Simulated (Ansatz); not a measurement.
**In (diamond): energy against volume**

These are results of DFT, PBEsol, plane waves (420 eV) with PAW, scalar-relativistic (Ansatz), not measurements. (PAW data from PBE, frozen cores regenerated.)

The cell is scaled uniformly from the relaxed one, with fractional coordinates and shape fixed. Energies are extrapolated to zero smearing, pressures are those at the given smearing. Magnetic state: spin not included.

A Birch-Murnaghan fit gives V₀ = 35.32 Å³/atom, B₀ = 28 GPa, B₀′ = 4.7.

(1) What are the energy above the minimum and the pressure at 31.059 Å³/atom?

(2) What are the energy above the minimum and the pressure at 32.470 Å³/atom?

(3) What are the energy above the minimum and the pressure at 38.117 Å³/atom?

Answers

(1) 58.1 meV/atom and 5.06 GPa as computed.

(2) 23.9 meV/atom and 2.99 GPa as computed.

(3) 17.0 meV/atom and -1.73 GPa as computed.
